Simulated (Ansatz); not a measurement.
Input and command of a calculation in Ansatz (plane waves; scalar-relativistic PAW potentials unless the input names others):

```yaml
crystal:
  lattice:
    - [4.1969098174, 0.0, 0.0]
    - [0.0, 4.1969098174, 0.0]
    - [0.0, 0.0, 4.1969098174]
  atoms:
    - { symbol: Mg, position: [0.0, 0.5, 0.5] }
    - { symbol: Mg, position: [0.5, 0.0, 0.5] }
    - { symbol: Mg, position: [0.5, 0.5, 0.0] }
    - { symbol: W, position: [0.0, 0.0, 0.0] }
basis:
  ecutwfc: 420
kpoints:
  mp_grid: { grid: [12, 12, 12] }
hamiltonian:
  xc: pbe
  dispersion: d3bjatm
scf:
  occupations: { method: cold, width: 0.005 }
output:
  forces: true
  eigenvalues: true
  stress: true
```

```bash
ansatz run input.yaml --threads 1 --pin off --max-ram 2560MiB --backend cpu --events-out ev --progress --plain --runs-dir out
```

Abridged log:
```
Basis set: ecut = 420 eV, 1419 PW (Γ), exchange–correlation on 60×60×60 points (8 copies of the dense FFT grid, shifted against one another)
Bands: 27, of which v1, the nominal top of the filled ones, is band 22 counted from 1 (21 counted from 0)
Symmetry: 48 space group operations
k-points: 84 of 1728
SCF iter   1: F=—  HF=-16155.631446 eV  |F-HF|=—  |Δ(HF+E_count)|=         —  Δρ=3.12e-3  dr2=2.68e-3  ethr=1.77e-3  ⟨swp⟩=6.1  Hψ=8961  notcnv=0
SCF iter   2: F=—  HF=-16155.632797 eV  |F-HF|=—  |Δ(HF+E_count)|=   1.35e-3  S|Δr|=    0.00e0  Δρ=1.84e-3  dr2=1.06e-3  ethr=6.09e-6  ⟨swp⟩=2.4  Hψ=4402  notcnv=0  defer=62
SCF iter   3: F=—  HF=-16155.633038 eV  |F-HF|=—  |Δ(HF+E_count)|=   2.41e-4  S|Δr|=    0.00e0  Δρ=2.63e-4  dr2=4.02e-5  ethr=2.41e-6  ⟨swp⟩=2.0  Hψ=2545  notcnv=0  defer=73
SCF iter   4: F=—  HF=-16155.632945 eV  |F-HF|=—  |Δ(HF+E_count)|=   9.32e-5  S|Δr|=    0.00e0  Δρ=1.14e-4  dr2=8.54e-6  ethr=9.13e-8  ⟨swp⟩=2.0  Hψ=3407  notcnv=0  defer=73
SCF iter   5: F=—  HF=-16155.632943 eV  |F-HF|=—  |Δ(HF+E_count)|=   1.49e-6  S|Δr|=    0.00e0  Δρ=3.27e-5  dr2=3.64e-7  ethr=1.94e-8  ⟨swp⟩=2.0  Hψ=3818  notcnv=0  defer=73
SCF iter   6: F=-16155.632943 eV  HF=-16155.632943 eV  |F-HF|=3.31e-8  |Δ(HF+E_count)|=   2.81e-7  S|Δr|=    0.00e0  Δρ=1.07e-5  dr2=4.09e-8  ethr=2.27e-10  ⟨swp⟩=6.6  Hψ=8525  notcnv=0
SCF 1 converged in 6 iterations: F = -16155.632943 eV  dr2 = 4.09e-8
SCF converged after 6 iterations
Stability not checked: this state was not tested for a lower state beside it, because cold or Methfessel-Paxton smearing, or corrected tetrahedra, fill the levels in a way that the test cannot read (fill_not_monotonic; see scf.lower_state_search)
Free energy (F): -16155.632943 eV
Harris-Foulkes:  -16155.632943 eV  (|F-HF|=3.31e-8)
Internal energy: -16155.632915 eV  (E = F + TS)
E sigma→0 (E₀):  -16155.632934 eV
Entropy (-TS):   -0.000028 eV (-0.007 meV/atom)
Fermi energy:    9.872859 eV
  E_disp       = -1.498541  (pairwise vdW)
--- Forces (eV/Å), atoms counted from 1 ---
  atom   1  Mg     0.00000000     0.00000000     0.00000000
  atom   2  Mg     0.00000000     0.00000000     0.00000000
  atom   3  Mg     0.00000000     0.00000000     0.00000000
  atom   4  W      0.00000000     0.00000000     0.00000000
--- Stress (GPa, compression-positive) ---
       -3.122038       0.000000       0.000000
        0.000000      -3.122038       0.000000
        0.000000       0.000000      -3.122038
  P = ⅓ Tr σ = -3.1220 GPa (-31.220 kbar)
```

Apart from outputs, empty bands and the relaxation, which only the reference makes, the input differs from a reference run on usual settings in scf.occupations.width: 0.1 → 0.005; scf.occupations.method: "gaussian" → "cold"; hamiltonian.dispersion: not typed → "d3bjatm". The reference, at the same geometry, ended its own course with pressure 0.00 GPa, largest force 0.000 eV/Å, no gap on the mesh. This run converged in 6 SCF iterations with an energy at zero smearing 374 meV/atom below the reference's (the Hamiltonian itself differs), pressure -3.12 GPa, largest force 0.000 eV/Å, no gap on the mesh. Its k mesh, for so narrow a smearing in a metal, is looser than usual. The Hamiltonian differs as well, so the change in the result can't be put down to that alone.

It took 7.1 s on 1 thread of Arm Neoverse V2, with other jobs on the host, peak memory 0.39 GiB.